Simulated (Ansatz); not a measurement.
HfPt3:
```
CELL_PARAMETERS angstrom
      3.95858     0.00000     0.00000
      0.00000     3.95858     0.00000
      0.00000     0.00000     3.95858
ATOMIC_POSITIONS crystal
  Hf 0.00000 0.00000 0.00000
  Pt 0.50000 0.50000 0.00000
  Pt 0.00000 0.50000 0.50000
  Pt 0.50000 0.00000 0.50000
```

Relaxed with LDA. Special points in fractions of this cell's reciprocal vectors: Γ (0.000, 0.000, 0.000); X (0.000, 0.500, 0.000); M (0.500, 0.500, 0.000); R (0.500, 0.500, 0.500).

Q: List the band energies nearest the Fermi level at these points for plane-wave PAW LDA (Ansatz code).

A: In eV from the Fermi level; about four levels below and three above (degenerate sets whole), none deeper than 8.9 eV; points with the same levels are listed once.

```csv
k,below,above
Γ,-1.24 -0.66 -0.66 -0.66,1.21 1.21 1.21
X,-3.25 -3.25 -2.00 -0.65,0.05 0.05 1.33
M,-3.63 -3.63 -3.39 -3.02 -2.82,0.77 0.77 0.90 0.90
R,-1.14 -1.14 -1.14 -0.84 -0.84 -0.84,1.45 1.45 1.45
```

Space group Pm-3m (Cu3Au type). The first step of the workflow began from a Materials Project structure, measured or hypothetical; the Crystallography Open Database copy checked does not list it. COD files the formula under space group No. 194. Whether it is the stable phase at ambient conditions was not checked. The LDA relaxation kept the symmetry of its start; whether a distortion lowers the energy is not shown. No spin polarisation was allowed. Spin–orbit coupling is left out wherever it is not named.

Potentials: the later of the program's two PAW sets.
